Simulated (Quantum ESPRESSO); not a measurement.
Zr3Ti2Ir2W, finding a planted mistake in a log

A calculation, not a measurement. The program is pw.x of Quantum ESPRESSO 7.5 (plane-wave density functional theory). The cell is made up: eight metal atoms on a hexagonal close-packed lattice, with elements, volume, strain and displacements drawn at random and not relaxed, so it may be unstable or far from any real phase. PseudoDojo standard norm-conserving files set the functional (PBE unless stated); there is no spin polarisation or spin-orbit coupling, the Fermi-Dirac width of 0.25 eV means electrons at about 2900 K, and the masses in the input are unused placeholders. Heavy elements are run without spin-orbit coupling, which real alloys of them have. A spin test at this wide smearing found no moment, but such smearing suppresses magnetism that the real alloy may have.

Intended input:

```
&control calculation='scf', pseudo_dir='./dojo.nc.sr.pbe.v0_5.standard.upf', outdir='./o', disk_io='minimal', tprnfor=.true., tstress=.true. /
&system ibrav=0, nat=8, ntyp=4, nbnd=72, ecutwfc=84.00895049, nosym=.true., tot_charge=0,
 occupations='smearing', smearing='fd', degauss=0.0183746611
/
&electrons conv_thr=1.470e-08, electron_maxstep=70, mixing_beta=0.5 /
ATOMIC_SPECIES
Ir 1.0 Ir.upf
Ti 1.0 Ti.upf
W 1.0 W.upf
Zr 1.0 Zr.upf
CELL_PARAMETERS angstrom
0.0184 5.2914 0.0765
3.0614 0.0805 4.787
3.0869 -0.0592 -4.8032
ATOMIC_POSITIONS angstrom
Zr -0.0935 0.0506 -0.2057
Ti 3.1272 -0.1157 -0.1189
Zr 2.9462 1.7175 -2.3813
Ir 2.9881 1.6814 2.4219
W 1.6461 2.7285 -0.1311
Zr 4.7199 2.776 -0.1167
Ti 1.5855 4.5028 -2.4345
Ir 1.594 4.4102 2.4558
K_POINTS automatic
5 5 5 1 1 1
```

The log is shortened where brackets say so; the opening notice, blank lines, dates and the lines on written files are dropped, and the path of the files is cut. It prints rydbergs, bohrs and kilobars, and counts compression as positive stress. Its total energy is the free energy E - TS of the whole cell.

Log of the intended run:

```
     Program PWSCF v.7.5
     Parallel version (MPI & OpenMP), running on       4 processor cores
     Number of MPI processes:                 4
     Threads/MPI process:                     1
     [start-up lines left out]
     bravais-lattice index     =            0
     lattice parameter (alat)  =      10.0004  a.u.
     unit-cell volume          =    1052.4950 (a.u.)^3
     number of atoms/cell      =            8
     number of atomic types    =            4
     number of electrons       =       108.00
     number of Kohn-Sham states=           72
     kinetic-energy cutoff     =      84.0090  Ry
     charge density cutoff     =     336.0358  Ry
     scf convergence threshold =      1.5E-08
     mixing beta               =       0.5000
     number of iterations used =            8  plain     mixing
     Exchange-correlation= PBE
                           (   1   4   3   4   0   0   0)
     [axes and pseudopotential details left out]
   Cartesian axes
     site n.     atom                  positions (alat units)
         1        Zr     tau(   1) = (  -0.0176682   0.0095616  -0.0388701  )
         2        Ti     tau(   2) = (   0.5909314  -0.0218633  -0.0224679  )
         3        Zr     tau(   3) = (   0.5567287   0.3245474  -0.4499824  )
         4        Ir     tau(   4) = (   0.5646464   0.3177258   0.4576544  )
         5        W      tau(   5) = (   0.3110553   0.5155910  -0.0247733  )
         6        Zr     tau(   6) = (   0.8918960   0.5245669  -0.0220522  )
         7        Ti     tau(   7) = (   0.2996040   0.8508717  -0.4600353  )
         8        Ir     tau(   8) = (   0.3012102   0.8333735   0.4640603  )
     number of k points=    63  Fermi-Dirac smearing, width (Ry)=  0.0184
                       cart. coord. in units 2pi/alat
        k(    1) = (   0.1717976   0.0994280  -0.0009916), wk =   0.0320000
        k(    2) = (   0.3436492   0.1004196  -0.1109114), wk =   0.0320000
     [further k points left out]
     Dense  grid:   109539 G-vectors     FFT dimensions: (  60,  64,  64)
     Estimated max dynamical RAM per process >     442.30 MB
     Estimated total dynamical RAM >       1.65 GB
     Initial potential from superposition of free atoms
     starting charge     107.9889, renormalised to     108.0000
     Starting wfcs are   80 randomized atomic wfcs
     total cpu time spent up to now is        9.5 secs
     per-process dynamical memory:   359.0 Mb
     Self-consistent Calculation
     iteration #  1     ecut=    84.01 Ry     beta= 0.50
     Davidson diagonalization with overlap
     ethr =  1.00E-02,  avg # of iterations =  2.4
     Threshold (ethr) on eigenvalues was too large:
     Diagonalizing with lowered threshold
     Davidson diagonalization with overlap
     ethr =  3.45E-04,  avg # of iterations =  5.4
     total cpu time spent up to now is       54.3 secs
     total energy              =   -1153.37133709 Ry
     estimated scf accuracy    <       0.46199906 Ry
     iteration #  2     ecut=    84.01 Ry     beta= 0.50
     Davidson diagonalization with overlap
     ethr =  4.28E-04,  avg # of iterations =  4.6
     total cpu time spent up to now is       77.6 secs
     total energy              =   -1153.19676307 Ry
     estimated scf accuracy    <       2.89252684 Ry
     [iterations 3 to 16 left out]
     iteration # 17     ecut=    84.01 Ry     beta= 0.50
     Davidson diagonalization with overlap
     ethr =  1.86E-10,  avg # of iterations =  2.0
     total cpu time spent up to now is      366.4 secs
     total energy              =   -1153.54583173 Ry
     estimated scf accuracy    <       0.00000002 Ry
     iteration # 18     ecut=    84.01 Ry     beta= 0.50
     Davidson diagonalization with overlap
     ethr =  1.65E-11,  avg # of iterations =  4.7
     total cpu time spent up to now is      387.9 secs
     End of self-consistent calculation
     [lines on levels left out]
!    total energy              =   -1153.54583173 Ry
     estimated scf accuracy    <          8.7E-09 Ry
     smearing contrib. (-TS)   =      -0.16467339 Ry
     internal energy E=F+TS    =   -1153.38115834 Ry
     The total energy is F=E-TS. E is the sum of the following terms:
     one-electron contribution =    -304.35931400 Ry
     hartree contribution      =     198.04045069 Ry
     xc contribution           =    -215.23428926 Ry
     ewald contribution        =    -831.82800576 Ry
     convergence has been achieved in  18 iterations
     Forces acting on atoms (cartesian axes, Ry/au):
     atom    1 type  4   force =     0.06365909   -0.00081861    0.00131968
     atom    2 type  2   force =    -0.04284064    0.00627730    0.03021865
     atom    3 type  4   force =     0.04086875    0.01777456   -0.00834888
     atom    4 type  1   force =     0.01685109    0.03073307   -0.04394204
     atom    5 type  3   force =    -0.00852963    0.00512407    0.05234431
     atom    6 type  4   force =    -0.02252580   -0.02266883   -0.01057067
     atom    7 type  2   force =    -0.03299974   -0.03733025    0.01608659
     atom    8 type  1   force =    -0.01448313    0.00090868   -0.03710764
     Total force =     0.142685     Total SCF correction =     0.000399
     Computing stress (Cartesian axis) and pressure
          total   stress  (Ry/bohr**3)                   (kbar)     P=      -71.74
  -0.00071127   0.00000011   0.00005398         -104.63        0.02        7.94
   0.00000011  -0.00038364   0.00001784            0.02      -56.44        2.62
   0.00005398   0.00001784  -0.00036808            7.94        2.62      -54.15
     init_run     :      8.52s CPU      8.91s WALL (       1 calls)
     electrons    :    369.47s CPU    378.46s WALL (       1 calls)
     forces       :      3.61s CPU      3.65s WALL (       1 calls)
     stress       :     11.36s CPU     11.64s WALL (       1 calls)
     [timing details left out]
     PWSCF        :   6m33.52s CPU   6m43.34s WALL
     JOB DONE.
```

A second run was made from an input with one planted mistake. Its log:

```
     Program PWSCF v.7.5
     Parallel version (MPI & OpenMP), running on       4 processor cores
     Number of MPI processes:                 4
     Threads/MPI process:                     1
     [start-up lines left out]
     bravais-lattice index     =            0
     lattice parameter (alat)  =      10.0004  a.u.
     unit-cell volume          =    1052.4950 (a.u.)^3
     number of atoms/cell      =            8
     number of atomic types    =            4
     number of electrons       =       108.00
     number of Kohn-Sham states=           72
     kinetic-energy cutoff     =      84.0090  Ry
     charge density cutoff     =     336.0358  Ry
     scf convergence threshold =      1.5E-08
     mixing beta               =       0.5000
     number of iterations used =            8  plain     mixing
     Exchange-correlation= PBE
                           (   1   4   3   4   0   0   0)
     [axes and pseudopotential details left out]
   Cartesian axes
     site n.     atom                  positions (alat units)
         1        Zr     tau(   1) = (  -0.0176682   0.0095616  -0.0388701  )
         2        Ti     tau(   2) = (   0.5909314  -0.0464287  -0.0224679  )
         3        Zr     tau(   3) = (   0.5567287   0.3245474  -0.4499824  )
         4        Ir     tau(   4) = (   0.5646464   0.3177258   0.4576544  )
         5        W      tau(   5) = (   0.3110553   0.5155910  -0.0247733  )
         6        Zr     tau(   6) = (   0.8918960   0.5245669  -0.0220522  )
         7        Ti     tau(   7) = (   0.2996040   0.8508717  -0.4600353  )
         8        Ir     tau(   8) = (   0.3012102   0.8333735   0.4640603  )
     number of k points=    63  Fermi-Dirac smearing, width (Ry)=  0.0184
                       cart. coord. in units 2pi/alat
        k(    1) = (   0.1717976   0.0994280  -0.0009916), wk =   0.0320000
        k(    2) = (   0.3436492   0.1004196  -0.1109114), wk =   0.0320000
     [further k points left out]
     Dense  grid:   109539 G-vectors     FFT dimensions: (  60,  64,  64)
     Estimated max dynamical RAM per process >     442.30 MB
     Estimated total dynamical RAM >       1.65 GB
     Initial potential from superposition of free atoms
     starting charge     107.9889, renormalised to     108.0000
     Starting wfcs are   80 randomized atomic wfcs
     total cpu time spent up to now is       10.1 secs
     per-process dynamical memory:   359.0 Mb
     Self-consistent Calculation
     iteration #  1     ecut=    84.01 Ry     beta= 0.50
     Davidson diagonalization with overlap
     ethr =  1.00E-02,  avg # of iterations =  2.4
     Threshold (ethr) on eigenvalues was too large:
     Diagonalizing with lowered threshold
     Davidson diagonalization with overlap
     ethr =  3.36E-04,  avg # of iterations =  5.4
     total cpu time spent up to now is       64.3 secs
     total energy              =   -1153.38043991 Ry
     estimated scf accuracy    <       0.45107643 Ry
     iteration #  2     ecut=    84.01 Ry     beta= 0.50
     Davidson diagonalization with overlap
     ethr =  4.18E-04,  avg # of iterations =  4.3
     total cpu time spent up to now is       90.4 secs
     total energy              =   -1153.23137141 Ry
     estimated scf accuracy    <       2.40282109 Ry
     [iterations 3 to 18 left out]
     iteration # 19     ecut=    84.01 Ry     beta= 0.50
     Davidson diagonalization with overlap
     ethr =  5.57E-11,  avg # of iterations =  1.3
     total cpu time spent up to now is      449.2 secs
     total energy              =   -1153.54197824 Ry
     estimated scf accuracy    <       0.00000003 Ry
     iteration # 20     ecut=    84.01 Ry     beta= 0.50
     Davidson diagonalization with overlap
     ethr =  2.83E-11,  avg # of iterations =  1.1
     total cpu time spent up to now is      467.6 secs
     End of self-consistent calculation
     [lines on levels left out]
!    total energy              =   -1153.54197824 Ry
     estimated scf accuracy    <          1.3E-09 Ry
     smearing contrib. (-TS)   =      -0.16220414 Ry
     internal energy E=F+TS    =   -1153.37977411 Ry
     The total energy is F=E-TS. E is the sum of the following terms:
     one-electron contribution =    -306.20457378 Ry
     hartree contribution      =     198.97567117 Ry
     xc contribution           =    -215.25744442 Ry
     ewald contribution        =    -830.89342708 Ry
     convergence has been achieved in  20 iterations
     Forces acting on atoms (cartesian axes, Ry/au):
     atom    1 type  4   force =     0.06418459    0.00159526    0.00286441
     atom    2 type  2   force =    -0.04791023    0.02570110    0.02043624
     atom    3 type  4   force =     0.04275014    0.01560977   -0.00170936
     atom    4 type  1   force =     0.01826148    0.02894047   -0.04417616
     atom    5 type  3   force =    -0.01164360    0.00104873    0.05366360
     atom    6 type  4   force =    -0.01732898   -0.03696827   -0.00903805
     atom    7 type  2   force =    -0.03358092   -0.03689282    0.01618317
     atom    8 type  1   force =    -0.01473249    0.00096577   -0.03822385
     Total force =     0.147971     Total SCF correction =     0.000125
     Computing stress (Cartesian axis) and pressure
          total   stress  (Ry/bohr**3)                   (kbar)     P=      -67.69
  -0.00066533  -0.00001211   0.00006218          -97.87       -1.78        9.15
  -0.00001211  -0.00036221   0.00001637           -1.78      -53.28        2.41
   0.00006218   0.00001637  -0.00035294            9.15        2.41      -51.92
     init_run     :      8.09s CPU      8.50s WALL (       1 calls)
     electrons    :    446.42s CPU    457.57s WALL (       1 calls)
     forces       :      3.48s CPU      3.51s WALL (       1 calls)
     stress       :     12.35s CPU     12.66s WALL (       1 calls)
     [timing details left out]
     PWSCF        :   7m51.94s CPU   8m 3.98s WALL
     JOB DONE.
```

Question: the log repeats what the program read. Compare it with the intended run: what was wrong in the second input?

Answer: one coordinate of one atom is wrong. The input lines that differ:

```
- Ti 3.1272 -0.1157 -0.1189
+ Ti 3.1272 -0.2457 -0.1189
```

|  | intended run | run with the mistake |
| --- | --- | --- |
| free energy (eV) | -15694.791 | -15694.738 |
| entropy term -TS, part of it (eV) | -2.240 | -2.207 |
| pressure (GPa) | -7.17 | -6.77 |
| size of the largest force component (eV/Å) | 1.637 | 1.650 |
| largest change of a force component (eV/Å) |  | 0.499 |
| iterations | 18 | 20 |

For scale, a rerun of the intended cell at a higher cutoff and on a denser mesh moved values by no more than 0.002 eV in energy, 0.02 GPa in stress and 0.004 eV/Å in force, and a second program with other atomic files agreed on that cell to 2 % rms in force and 0.5 GPa in pressure.